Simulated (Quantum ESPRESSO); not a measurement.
For atom 1 (Zn) of ZnF₂ in P4₂/mnm, a PBE PAW density (pw.x of a modified build of Quantum ESPRESSO, JTH datasets) with the all-electron reconstruction of Petrilli and co-workers gives this field-gradient tensor in Cartesian axes (atomic units, 1 a.u. = 9.7174×10²¹ V/m²):

```
 0.0508   0.2757   0.0000
 0.2757   0.0508   0.0000
 0.0000   0.0000  -0.1016
```

The cell was made here from a computed Materials Project entry: strained by +2 % along the unique axis and by -1 % across it, atoms relaxed (PBE without dispersion, pw.x of Quantum ESPRESSO, symmetry kept). The parent is ZnF2 in P4₂/mnm; whether this form has been observed was not checked. Stability against distortions was not tested.  Cores are frozen. Against all-electron runs on small test molecules, this scheme's |Vzz| missed by +4 % on Zn, −6 to +4 % (−29 % in KF) on F.

Question: Find the principal values, η_Q, |C_Q|, ν_Q and P_Q for ⁶⁷Zn (I = 5/2, |Q| = 0.15 barn), and the second-order MAS shift at 14.1 T.

Answer: Eigenvalues (principal values) by size: Vxx = -0.1016, Vyy = -0.2250, Vzz = 0.3265 a.u. (they sum to zero).
η_Q = (Vxx − Vyy)/Vzz = 0.38.
|C_Q| = 234.96 MHz × |Q|/barn × |Vzz|/a.u. = 234.96 × 0.15 × 0.3265 = 11.5 MHz.
Quadrupole frequency ν_Q = 3C_Q/[2I(2I − 1)] = 1.73 MHz, and P_Q = C_Q(1 + η²/3)^½ = 11.8 MHz.
At 14.1 T the Larmor frequency is ν0 = 37.6 MHz, and the second-order shift of the central transition's centre of gravity under MAS is −(3/40)(P_Q/ν0)²[I(I + 1) − 3/4]/[I²(2I − 1)²] × 10⁶ = -588 ppm.
